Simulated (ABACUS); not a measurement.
Input and output of a self-consistent single point for MgCdS2 (Pmmm, 4 atoms in the cell; from Materials Project mp-1222003, changed as shown) (ABACUS).

Computed with LDA (PW92), PseudoDojo 0.4 standard norm-conserving LDA (tails mended) pseudopotentials (plane waves; ABACUS).

The change in words: lattice vector b scaled by 0.99. Reference geometry (P4/mmm):
```xyz
4
Lattice="3.8077 0.0000 0.0000 0.0000 3.8077 0.0000 0.0000 0.0000 5.3857" Properties=species:S:1:pos:R:3 pbc="T T T"
Mg     1.9038     1.9038     2.6928
Cd     0.0000     0.0000     0.0000
S      0.0000     0.0000     2.6928
S      1.9038     1.9038     0.0000
```

Reference input (self-consistent single point, DFT, LDA (PW92), plane waves, PseudoDojo 0.4 standard norm-conserving LDA (tails mended) pseudopotentials): KPT = Gamma 6 6 4 0 0 0; basis_type = pw; dft_functional = PWLDA; ecutwfc = 102 Ry; smearing_method = fd; smearing_sigma = 0.00146997 Ry; potentials = PseudoDojo 0.4 standard norm-conserving LDA (tails mended); symmetry = 1; symmetry_prec = 1e-05; ks_solver = dav; scf_nmax = 100; scf_thr = 1.0e-09 Ry. This run's input differs from it in these lines:

```diff
@@ -30,3 +30,3 @@
    1.0000000515    0.0000000000    0.0000000000
-   0.0000000000    1.0000000515    0.0000000000
+   0.0000000000    0.9899999984    0.0000000000
    0.0000000000    0.0000000000    1.4144309073
@@ -39,3 +39,3 @@
 1
-   0.5000000257    0.5000000257    0.7072154536
+   0.5000000257    0.4949999992    0.7072154536
 
@@ -50,3 +50,3 @@
    0.0000000000    0.0000000000    0.7072154536
-   0.5000000257    0.5000000257    0.0000000000
+   0.5000000257    0.4949999992    0.0000000000
 # file: KPT
```

Log, with long lists cut:

```
 SELF-CONSISTENT
 -------------------------------------------
                                 init_chg = atomic

 PW ALGORITHM --------------- ION=   1  ELEC=   1--------------------------------

 Notice: Threshold on eigenvalues was too large.

 Density error is 0.22036892653
                          Error Threshold = 0.000523375209181
 E_KohnSham     -513.5918717605      -6987.7759024283
 E_Fermi        0.5974243153         8.1283748118

 PW ALGORITHM --------------- ION=   1  ELEC=   2--------------------------------

 Density error is 0.032265276393
                          Error Threshold = 0.000524687920309
   [... lines left out ...]

 Density error is 2.70944036819e-08
                          Error Threshold = 2.29274214992e-09
 E_KohnSham     -513.6551342893      -6988.6366332891
 E_Fermi        0.5995225002         8.1569220813

 PW ALGORITHM --------------- ION=   1  ELEC=   8--------------------------------

 Density error is 6.63553629518e-10
                          Error Threshold = 6.45104849569e-11
 E_KohnSham     -513.6551342966      -6988.6366333884
 E_KS(sigma->0) -513.6551072558      -6988.6362654799
 E_entropy(-TS) -0.0000540815        -0.0007358171
 E_Fermi        0.5995229418         8.1569280898
 charge density convergence is achieved
 final etot is -6988.6366334 eV
 EFERMI = 8.1569280898 eV

 STATE ENERGY(eV) AND OCCUPATIONS    NSPIN == 1
   [... 28 lines left out ...]

 TOTAL-FORCE (eV/Angstrom)
                       Mg1         0.0000000000         0.0000000000         0.0000000000
                       Cd1         0.0000000000         0.0000000000         0.0000000000
                        S1         0.0000000000         0.0000000000         0.0000000000
                        S2         0.0000000000         0.0000000000         0.0000000000

 TOTAL-STRESS (KBAR)
       -51.0308145503         0.0000000000         0.0000000000
         0.0000000000       -42.4151363059         0.0000000000
         0.0000000000         0.0000000000       -50.4268921576
 TOTAL-PRESSURE: -47.957614 KBAR

 --------------------------------------------
 !FINAL_ETOT_IS -6988.6366333884107007 eV
 --------------------------------------------
```

The run converged in 8 iterations. Against the reference run the free energy goes down by 5.9 meV/atom and the pressure goes from -5.45 to -4.80 GPa.

The structure comes from a collection of computed structures, made at another level of theory; the collection holds predicted forms beside known ones. No clean gap shows at this smearing width and mesh (spacing up to 0.29 Å⁻¹); the mesh is coarse for partly filled bands, so the values carry mesh errors. Semi-local functionals can close small gaps.

Cost on one core: about 4 core-minutes (a rough figure).

“Tails mended”: in these copies of the files the far tail of each local potential was reset to the Coulomb form.
